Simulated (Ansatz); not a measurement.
Surface calculation: fcc Pd (100), 6 layers

The slab is cut from the fcc crystal, the stable phase, as relaxed on PAW files (15.34 Å³/atom), with 16 Å of vacuum and a dipole correction:

```
Pd
1.0
     2.78887    0.00000    0.00000
     0.00000    2.78887    0.00000
     0.00000    0.00000   25.86010
Pd
6
Direct
  0.25000 0.25000 0.30936
  0.75000 0.75000 0.38561
  0.25000 0.25000 0.46187
  0.75000 0.75000 0.53813
  0.25000 0.25000 0.61439
  0.75000 0.75000 0.69064
```

Level of theory: DFT with PBE, scalar-relativistic, in Ansatz 0.2.0; a Γ-centred 12×12×1 k mesh, Fermi–Dirac smearing of 0.05 eV, no spin polarisation. LAPW: all electrons, basis error target 1 meV/atom; PAW: frozen-core files, cutoff 420 eV.

The bulk energy comes from a cell in the slab's orientation on a 12×12×8 mesh. The surface energy is (E(slab) − N·E(bulk))/2A at zero smearing, the mean of both faces; thin slabs carry quantum-size effects.

Question: As cut, the LAPW slab lies 1.505 eV above 6 atoms of bulk. What surface energy is that?

Answer: Over two faces of 7.78 Å² it is 96.7 meV/Å², and times 16.02 J/m² per eV/Å² that gives γ = 1.550 J/m².

Question: What do relaxation and the other method give, and what work function comes out?

Answer: 

```csv
method,γ as cut (J/m²),γ relaxed (J/m²),Φ as cut (eV),Φ relaxed (eV)
LAPW,1.550,1.544,5.09,5.09
PAW,1.546,1.541,5.09,5.09
```

Question: How do the spacings between the planes relax?

Answer: From the bottom face up: d12 -1.5 % of 1.972 Å, d23 -0.6 % of 1.972 Å, d34 -0.4 % of 1.972 Å, d45 -0.6 % of 1.972 Å, d56 -1.5 % of 1.972 Å.

Question: What changes if the images along the normal are cut off in place of the dipole correction?

Answer: LAPW then gives: no gap, work function 5.09 eV; PAW: no gap, work function 5.09 eV.

Question: A 3d core hole is made on one atom of each kind in every 1×1 cell (PAW hole dataset, neutral cell, valence without spin). What does it cost by layer?

Answer: layer 1 334.24 eV, layer 2 334.67 eV, layer 3 334.69 eV. Shifts between layers mean more than the absolute values, and a whole layer of holes screens otherwise than one hole.

Question: In the relaxed 1×1 cell, replace the outer, then the middle Pd by Ag, which changes a whole layer. What shift does this Z+1 picture give?

Answer: E(outer) − E(middle) = -0.39 eV by LAPW and -0.39 eV by PAW; a positive value puts the surface line at higher binding energy.
